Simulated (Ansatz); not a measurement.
HgS (cinnabar type, space group P3_221)

```xyz
6
Lattice="4.1389 0.0000 0.0000 -2.0694 3.5844 0.0000 0.0000 0.0000 9.4078" Properties=species:S:1:pos:R:3 pbc="T T T"
Hg     2.9391     0.0000     6.2718
Hg    -1.4696     2.5454     3.1359
Hg     0.5999     1.0390     0.0000
S      2.0686     0.0000     1.5680
S     -1.0343     1.7915     7.8398
S      1.0351     1.7929     4.7039
```

Grid over V/V₀ and (c/a)/(c/a)₀, subscript 0 meaning the relaxed cell; the conventional c axis lies along z; no internal relaxation.

Method: PBEsol (plane waves to 420 eV, PAW, scalar-relativistic; Ansatz, a program for electronic structure). k mesh 9×9×4 (Γ-centred), Fermi-Dirac smearing 0.05 eV. Stress and pressure are positive under compression. As the atoms are clamped, bonds stretch with the cell, which overstates energies and stresses. HgS was relaxed with its symmetry unable to fall. Spin-orbit coupling is left out, though Hg is heavy.

Changes of P (GPa) from the point V/V₀ = 1.000, (c/a)/(c/a)₀ = 1.000 when one coordinate moves alone (two changes are said to add if the coupling is within 5 % of the smaller one, nearly so within 20 %):

```json
[
 {"point": "V/V₀ = 1.000, (c/a)/(c/a)₀ = 0.960", "change": "0.448"},
 {"point": "V/V₀ = 1.000, (c/a)/(c/a)₀ = 0.980", "change": "0.230"},
 {"point": "V/V₀ = 0.960, (c/a)/(c/a)₀ = 1.000", "change": "3.059"},
 {"point": "V/V₀ = 0.980, (c/a)/(c/a)₀ = 1.000", "change": "1.438"},
 {"point": "V/V₀ = 1.020, (c/a)/(c/a)₀ = 1.000", "change": "-1.275"},
 {"point": "V/V₀ = 1.040, (c/a)/(c/a)₀ = 1.000", "change": "-2.405"},
 {"point": "V/V₀ = 1.000, (c/a)/(c/a)₀ = 1.020", "change": "-0.241"},
 {"point": "V/V₀ = 1.000, (c/a)/(c/a)₀ = 1.040", "change": "-0.491"}
]
```

Task: Do the two effects add at V/V₀ = 0.980, (c/a)/(c/a)₀ = 0.980? Give the computed change.

Result: The sum of the single changes is 1.438 + (0.230) = 1.668; the calculation gives 1.685, so the coupling contributes 0.017 (under 20 % of the smaller single change, nearly additive).

Task: What is the change at V/V₀ = 0.960, (c/a)/(c/a)₀ = 0.980, where both move, and how far is it from the sum?

Result: The sum of the single changes is 3.059 + (0.230) = 3.289; the calculation gives 3.324, so the coupling contributes 0.035 (under 20 % of the smaller single change, nearly additive).

Task: Do the two effects add at V/V₀ = 0.960, (c/a)/(c/a)₀ = 1.040? Give the computed change.

Result: The sum of the single changes is 3.059 + (-0.491) = 2.568; the calculation gives 2.492, so the coupling contributes -0.076 (under 20 % of the smaller single change, nearly additive).

(A scan under strain: stresses follow from slopes of the energy per volume, elastic moduli from its curvatures.)
